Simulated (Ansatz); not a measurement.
ZrC:
```xyz
2
Lattice="2.9171 0.0000 0.0000 0.0000 2.9171 0.0000 0.0000 0.0000 2.9171" Properties=species:S:1:pos:R:3 pbc="T T T"
Zr     0.0000     0.0000     0.0000
C      1.4585     1.4585     1.4585
```

Relaxed with r²SCAN. Special points in fractions of this cell's reciprocal vectors: Γ (0.000, 0.000, 0.000); X (0.000, 0.500, 0.000); M (0.500, 0.500, 0.000); R (0.500, 0.500, 0.500).

List the band energies nearest the Fermi level at these points for the program Ansatz at the r²SCAN level (PAW).

In eV from the Fermi level; about four levels below and three above (degenerate sets whole), none deeper than 8.9 eV; … stands for higher levels left out; points with the same levels are listed once.

```csv
k,below,above
Γ,-1.97 -1.97,1.20 1.20 1.20
X,-5.90 -1.17 -1.17 -0.86,5.85 6.24 …
M,-2.41 -2.41 -0.53,1.97 2.73 2.73
R,-7.98 -5.65 -5.65 -5.65,7.77 7.77 …
```

Space group Pm-3m (CsCl type). A made-up cell: these elements were put on the sites of a structure type; neither database checked (COD, Materials Project) lists it. It is not the phase usual at ambient conditions (space group No. 225). The r²SCAN relaxation kept the symmetry of its start. At this level the phase is mechanically unstable. No spin polarisation was allowed. Scalar-relativistic: spin–orbit coupling is off unless named, which matters more the heavier the elements.

Potentials: the earlier of the program's two PAW sets.
